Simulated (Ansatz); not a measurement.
Given:

WS2:
Space group P6₃/mmc (No. 194); a = b = 3.1717 Å, c = 12.5525 Å, α = β = 90.00°, γ = 120.00°

```json
[
 {"atom": "W", "site": "2d", "symmetry": "-6m2", "x": "0.6667", "y": "0.3333", "z": "0.2500"},
 {"atom": "S", "site": "4f", "symmetry": "3m.", "x": "0.3333", "y": "0.6667", "z": "0.1257"}
]
```

This is the r²SCAN+D4-relaxed structure.

Task: All from r²SCAN+D4 in the plane-wave PAW code Ansatz, unless another level is named. Give the Bader charges.

Result: W +1.46, S -0.73 e.

Task: Give the Born charges (a third of the trace).

Result: W -0.38, S +0.19 e.

Task: Predict the electronic dielectric constant ε∞ (DFPT).

Result: 13.2 (xx = yy), 5.31 (zz).

Space group P6_3/mmc. Symmetry was held in the r²SCAN+D4 relaxation; phonons on a q-mesh show no instability. No spin polarisation was allowed. Spin–orbit coupling is left out wherever it is not named.

Potentials: the later of the program's two PAW sets.
